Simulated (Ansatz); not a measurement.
Values for one crystal, relaxed and computed with plane-wave PAW LDA (Ansatz code); other levels are named.

Volume per atom: 14.15 Å³
Electronic character: metallic (no gap)
Hill bulk and shear moduli: 193 and 152 GPa
Young's modulus: 361 GPa
Highest zone-centre frequency: 401 cm⁻¹
Density of states at the Fermi level: 0.39 states/eV per atom (mean over ±0.08 eV)
Zone-centre stability: no imaginary mode at Γ

Problem. Pick the material that matches.
A) SiC, P6_3/mmc (Si on 2c, C on 2d)
B) NbSi2, P6_222 (Nb on 3d, Si on 6j)
C) ScSi2, P6/mmm (Sc on 1a, Si on 2d)
D) ScSi, Cmcm (Sc on 4c, Si on 4c)

Solution. B, NbSi2, P6_222 (Nb on 3d, Si on 6j)

Symmetry was held in the LDA relaxation. The run is not spin-polarised. As this level gives no gap, shear constants depend on the k-mesh and smearing (Fermi–Dirac, 0.1 eV here). As this level gives no gap, phonon frequencies hold no LO–TO term and depend on the k-mesh and smearing (Fermi–Dirac, 0.1 eV here). Spin–orbit coupling is left out wherever it is not named.

Potentials: the later of the program's two PAW sets.
